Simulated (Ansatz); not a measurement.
Si:
```
CELL_PARAMETERS angstrom
      3.83230     0.00000     0.00000
     -1.91615     3.31887     0.00000
      0.00000     0.00000     6.34087
ATOMIC_POSITIONS crystal
  Si 0.33333 0.66667 0.06306
  Si 0.66667 0.33333 0.93694
  Si 0.66667 0.33333 0.56306
  Si 0.33333 0.66667 0.43694
```

Relaxed with r²SCAN. Special points in fractions of this cell's reciprocal vectors: Γ (0.000, 0.000, 0.000); M (0.500, 0.000, 0.000); K (0.333, 0.333, 0.000); A (0.000, 0.000, 0.500); L (0.500, 0.000, 0.500); H (0.333, 0.333, 0.500).

**Question.** List the band energies nearest the valence-band maximum at these points for the program Ansatz at the r²SCAN level (PAW).

**Answer.** In eV from the valence-band maximum; about four levels below and three above (degenerate sets whole), none deeper than 8.9 eV; points with the same levels are listed once.

| k | below | above |
|---|---|---|
| Γ | -1.61 -1.61 -0.38 0.00 0.00 | 1.36 2.16 2.16 |
| M | -4.87 -3.23 -3.11 -1.53 | 0.61 2.64 3.23 |
| K | -5.41 -3.74 -3.74 -3.50 | 0.98 5.75 5.78 5.78 |
| A | -0.98 -0.98 -0.98 -0.98 | 2.14 2.14 3.19 3.19 3.19 3.19 |
| L | -2.59 -2.59 -2.56 -2.56 | 1.14 1.14 1.89 1.89 |
| H | -4.68 -4.68 -2.12 -2.12 | 1.82 1.82 3.88 3.88 |

Space group P6_3/mmc. The workflow started from a Materials Project entry (that database holds measured and hypothetical structures alike); the Crystallography Open Database copy checked does not list it. It is not the phase usual at ambient conditions (space group No. 227). The r²SCAN relaxation kept the symmetry of its start; phonons on a q-mesh show no instability.

Potentials: the earlier of the program's two PAW sets.
